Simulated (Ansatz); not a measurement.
Zr, DFT, PBEsol, PAW with Ansatz's default frozen-core files, scalar-relativistic (Ansatz 0.2.0), run on 1 thread of Arm Neoverse N1 on a shared host.

The cell comes from COD entry 9008523, which wasn't checked; take it as a given geometry.

Command: `ansatz run input.yaml --threads 1 --pin off --max-ram 3072MiB --backend cpu --events-out ev --progress --plain --runs-dir out`

```yaml
crystal:
  lattice:
    - [3.2319982225, 0.0, 0.0]
    - [-1.6159991112, 2.7989925656, 0.0]
    - [0.0, 0.0, 5.147]
  atoms:
    - { symbol: Zr, position: [0.3333333333, 0.6666666667, 0.25] }
    - { symbol: Zr, position: [0.6666666667, 0.3333333333, 0.75] }
kpoints:
  mp_grid: { grid: [13, 13, 7] }
  band_path:
    path:
      - [0.0, 0.0, 0.0]
      - [0.5, 0.0, 0.0]
      - [0.3333333333, 0.3333333333, 0.0]
      - [0.0, 0.0, 0.0]
      - [0.0, 0.0, 0.5]
      - [0.5, 0.0, 0.5]
      - [0.3333333333, 0.3333333333, 0.5]
      - [0.0, 0.0, 0.5]
      - [0.5, 0.0, 0.5]
    npoints: 14
scf:
  occupations: { method: fermi_dirac, width: 0.08 }
hamiltonian:
  xc: pbesol
  pseudopotentials: { kind: paw }
output:
  forces: true
  stress: true
  eigenvalues: true
  efg: { contact_densities: true }
  populations: true
  bader: true
  dos: { projected: true, de: 0.2, e_range: [-14, 8] }
  write_density: true
  write_potential: true
  elf: true
  volumetric_format: npy
```

Q: How large is the problem that the program sets up?

A: 84 irreducible k-points, 929 plane waves at Γ, 16 bands.

Q: About how long does it take, and how much memory does it use?

A: 22 s of wall time for 6 SCF iterations, with a peak of 0.38 GiB. Times on shared machines scatter by tens of per cent.

Q: And the same cell and mesh by full-potential LAPW, asked for forces, stress, eigenvalues, fatbands, populations, dos and the same band path, on the same hardware?

A: 59 s, peak memory 0.37 GiB.

Q: And the same cell and mesh by all-electron PAW (datasets made for this crystal), asked for forces, stress, eigenvalues, efg and the same band path, on the same hardware?

A: 24 s, peak memory 0.4 GiB.
